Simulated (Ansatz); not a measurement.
Ansatz run, K$_{2}$NaBAs$_{2}$

input.yaml (Ansatz 0.2.0)

```yaml
crystal:
  lattice:
    - [0.0, 0.0, 6.504851]
    - [6.662683, 0.0, 0.0]
    - [3.331341, 7.327012, -3.252426]
  atoms:
    - { symbol: B, position: [0.75, 0.5, 0.0] }
    - { symbol: B, position: [0.25, 0.5, 0.0] }
    - { symbol: Na, position: [0.25, 0.0, 0.0] }
    - { symbol: Na, position: [0.75, 0.0, 0.0] }
    - { symbol: As, position: [0.59463, 0.60684, 0.18926] }
    - { symbol: As, position: [0.40537, 0.39316, 0.81074] }
    - { symbol: As, position: [0.90537, 0.7961, 0.81074] }
    - { symbol: As, position: [0.09463, 0.2039, 0.18926] }
    - { symbol: K, position: [0.82584, 0.41583, 0.65168] }
    - { symbol: K, position: [0.17416, 0.58417, 0.34832] }
    - { symbol: K, position: [0.67416, 0.06751, 0.34832] }
    - { symbol: K, position: [0.32584, 0.93249, 0.65168] }
  symmetry: { tolerance: 0.0003 }
kpoints:
  mp_grid: { grid: [5, 5, 5], shift: [0, 0, 0] }
  band_path:
    path:
      - [0.0, 0.0, 0.0]
      - [0.0, 0.0, 0.5]
      - [0.0, 0.39663952, 0.69831976]
      - [0.0, 0.60336048, 0.30168024]
      - [0.0, 0.0, 0.0]
      - [0.59852148, 0.0, -0.29926074]
      - [0.40147852, 0.0, 0.29926074]
      - [0.0, 0.0, 0.5]
      - [0.0, 0.0, 0.0]
      - [0.5, 0.5, 0.0]
      - [0.5, 0.5, 0.25]
    npoints: 7
magnetization:
  spin_polarized: false
scf:
  occupations: { method: methfessel_paxton, width: 0.0675 }
  lower_state_search: "off"
  max_iter: 200
hamiltonian:
  pseudopotentials: { kind: paw }
  xc: pbesol
basis:
  ecutwfc: 420
  fft_grid_basis: typed
output:
  forces: true
  stress: true
  eigenvalues: true
  bader: true
  populations: true
  elf: true
  write_potential: true
  volumetric_format: npy
  dos:
    e_range: [-12, 8]
    de: 0.05
    projected: { site_lists: { As: [As], B: [B], K: [K], Na: [Na] } }
checkpoint:
  read: saved_state
```

Launched with:

```sh
ansatz run input.yaml --threads 1 --pin off --max-ram 2560MiB --backend cpu --events-out ev --progress --plain --runs-dir out
```

The saved state is an earlier solution for the same cell, perhaps on another mesh. 

Output (shortened):

```
Pseudopotentials: kind: paw
Pseudopotential: B, paw, valence charge 3, recommended cutoff 420 eV (normal), B.paw.azcp
Pseudopotential: Na, paw, valence charge 9, recommended cutoff 420 eV (normal), Na.paw.azcp
Pseudopotential: As, paw, valence charge 15, recommended cutoff 420 eV (normal), As.paw.azcp
Pseudopotential: K, paw, valence charge 9, recommended cutoff 420 eV (normal), K.paw.azcp
Functional definition: PBEsol
  exchange = pbesol_x
  correlation = pbesol_c
Crystal: 12 atoms, lattice volume = 317.551 Å³
Basis set: ecut = 420 eV, 6237 PW (Γ), exchange–correlation on 90×90×120 points (8 copies of the dense FFT grid, shifted against one another)
Bands: 72, of which v1, the nominal top of the filled ones, is band 60 counted from 1 (59 counted from 0)
Symmetry: 8 space group operations
Space group: Ibam (ITA 72), of the structure as read, at distance tolerance 2.0e-3 Å
k-points: 27 of 125
Initial density: read from a saved state, or passed on in memory by an earlier SCF of this step, an earlier step, the calling program or the single point that the run made first
Functional: x = pbesol(κ = 0.804, μ = 0.1235), c = pbesol(β = 0.046)
SCF iter   1: F=—  Δρ=4.54e-4  dr2=1.01e-3
SCF iter   2: F=—  S|Δr|=    0.00e0  Δρ=2.29e-4  dr2=2.40e-4
SCF iter   3: F=—  S|Δr|=    0.00e0  Δρ=1.20e-4  dr2=8.23e-5
SCF iter   4: F=—  S|Δr|=    0.00e0  Δρ=3.48e-5  dr2=4.84e-6
SCF iter   5: F=—  S|Δr|=    0.00e0  Δρ=9.03e-6  dr2=3.76e-7
SCF iter   6: F=-28572.8711 eV  S|Δr|=    0.00e0  Δρ=3.53e-6  dr2=4.89e-8
Free energy (F): -28572.8711 eV
Harris-Foulkes:  -28572.8711 eV  (|F-HF|=6.57e-8)
Internal energy: -28572.8711 eV  (E = F + TS)
E sigma→0 (E₀):  -28572.8711 eV
Fermi energy:    5.4861 eV
--- Per-component energies (eV) ---
  E_band       = -1955.2239
  E_kinetic    = 1738.3314
  E_local      = -13726.4974  (includes V_loc(G=0)·N_el)
  E_nonlocal   = -2362.0049
  E_hartree    = 6402.7746
  E_xc         = -978.9658
  E_vxc        = -1133.8045  (∫ρ·V_xc dr)
  E_paw        = -10876.5592  (= ΣΔE_a)
  E_vpaw       = 723.1949  (= ΣTr[D̂ρ^β])
  E_aug_tail   =  0.0000  (compensation charges beyond the density's cutoff)
  E_ewald      = -8774.3859
  E_core_change = 4.4361  (= ΣΔE_core)
  E_smearing   = 0.0000  (= −TS)
--- Forces (eV/Å), atoms counted from 1 ---
  atom   1  B      0.0000     0.0000     0.0000
  atom   2  B      0.0000     0.0000     0.0000
  atom   3  Na     0.0000     0.0000     0.0000
  atom   4  Na     0.0000     0.0000     0.0000
  atom   5  As    -1.6100    -1.4597     0.0000
  atom   6  As     1.6100     1.4597     0.0000
  atom   7  As    -1.6100     1.4597     0.0000
  atom   8  As     1.6100    -1.4597     0.0000
  atom   9  K      0.1879     0.2861     0.0000
  atom  10  K     -0.1879    -0.2861     0.0000
  atom  11  K      0.1879    -0.2861     0.0000
  atom  12  K     -0.1879     0.2861     0.0000
--- Stress (GPa, compression-positive) ---
       -5.0227       0.0000       0.0000
        0.0000      -4.8150       0.0000
        0.0000       0.0000      -5.3721
  P = ⅓ Tr σ = -5.0699 GPa (-50.699 kbar)
--- Löwdin populations: 12 sites ---
  site symbol       q [e]
     0      B      3.2829
     1      B      3.2829
     2     Na      8.4061
     3     Na      8.4061
     4     As     15.7478
     5     As     15.7478
     6     As     15.7478
     7     As     15.7478
     8      K      8.3090
     9      K      8.3090
    10      K      8.3090
    11      K      8.3090
  spilling = 0.0033 (of n_electrons = 120.0000)
```

Origin: a known structure type with other elements, at an estimated volume, so it need not be a known compound. Caveats: atoms or cell far from equilibrium.

Cost: 110 s on 1 thread of Intel(R) Xeon(R) 6975P-C (Granite Rapids), on a shared host, peak memory 1.2 GiB (start from a saved density).
